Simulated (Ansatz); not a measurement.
YZnSi:
```
YZnSi
1.0
    4.07999     0.00000     0.00000
   -2.04000     3.53338     0.00000
    0.00000     0.00000     4.07738
Y Zn Si
1 1 1
Direct
  0.00000   0.00000   0.00000
  0.33333   0.66667   0.50000
  0.66667   0.33333   0.50000
```

Relaxed with r²SCAN. Special points in fractions of this cell's reciprocal vectors: Γ (0.000, 0.000, 0.000); M (0.500, 0.000, 0.000); K (0.333, 0.333, 0.000); A (0.000, 0.000, 0.500); L (0.500, 0.000, 0.500); H (0.333, 0.333, 0.500).

Q: List the band energies nearest the Fermi level at these points for plane-wave PAW r²SCAN (Ansatz code).

A: In eV from the Fermi level; about four levels below and three above (degenerate sets whole), none deeper than 8.9 eV; points with the same levels are listed once.

```json
[
 {"k": "Γ", "below": "-0.94 -0.94 -0.72 -0.16", "above": "2.12 3.33 3.33"},
 {"k": "M", "below": "-6.31 -1.65 -1.03 -0.66", "above": "2.81 3.32 4.07"},
 {"k": "K", "below": "-6.68 -5.83 -4.54 -0.41", "above": "0.51 2.36 2.57"},
 {"k": "A", "below": "-7.67 -7.67 -7.25 -4.90", "above": "0.37 0.37 1.10 1.10"},
 {"k": "L", "below": "-5.25 -2.52 -2.30 -1.28", "above": "2.52 4.36 4.37"},
 {"k": "H", "below": "-5.75 -3.19 -2.12 -0.90", "above": "3.40 4.42 4.52"}
]
```

Space group P-6m2. The first step of the workflow began from a Materials Project structure, measured or hypothetical; the Crystallography Open Database copy checked does not list it. With Zn and Si taken as one species the cell has the higher symmetry P6/mmm, so it may be an ordered model of a mixed-site phase. Its standing as an ambient phase is unchecked. The r²SCAN relaxation kept the symmetry of its start; its stability against distortions is not shown here. The run is not spin-polarised. Spin–orbit coupling is left out wherever it is not named.

Potentials: the later of the program's two PAW sets.
